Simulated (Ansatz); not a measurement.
NiAg₂O₂ in space group R-3m (No. 166; Ag on 6c, O on 6c, Ni on 3a), plane-wave PAW PBE (Ansatz code), all energies at zero smearing, with the estimated change up to a 700 eV cutoff added, with one set of potentials and settings (totals compare only within such a set). Cell of 5 atoms (2 Ag, 2 O, 1 Ni): -22152.832 eV.

```
element                             reference phase  E (eV/atom)
-------  ------------------------------------------  -----------
Ag                        R-3m, 3 atoms in the cell   -7590.5531
O         C2/m, 4 atoms in the cell, spin-polarised    -565.0000
Ni       Fm-3m, 1 atoms in the cell, spin-polarised   -5839.7239
```

Formation energy per atom, worked out: (-22152.832 − 2×(-7590.5531) − 2×(-565.0000) − 1×(-5839.7239))/5 = -0.400 eV/atom (-39 kJ per mol of atoms), at 0 K, without zero-point energy or fitted corrections.

The workflow started from an entry of the Crystallography Open Database (COD), which files this formula under 2 space groups. Whether it is the stable phase at ambient conditions was not checked. The cell was relaxed with PBE under the symmetry of its start; its stability against distortions is not shown here. Magnetic state: ferromagnetic, the only order run, not a proven ground state. No Hubbard U is applied. The references are the lowest solids computed at this level, not always the standard phases (solids in place of the gases).

Potentials: the later of the program's two PAW sets.
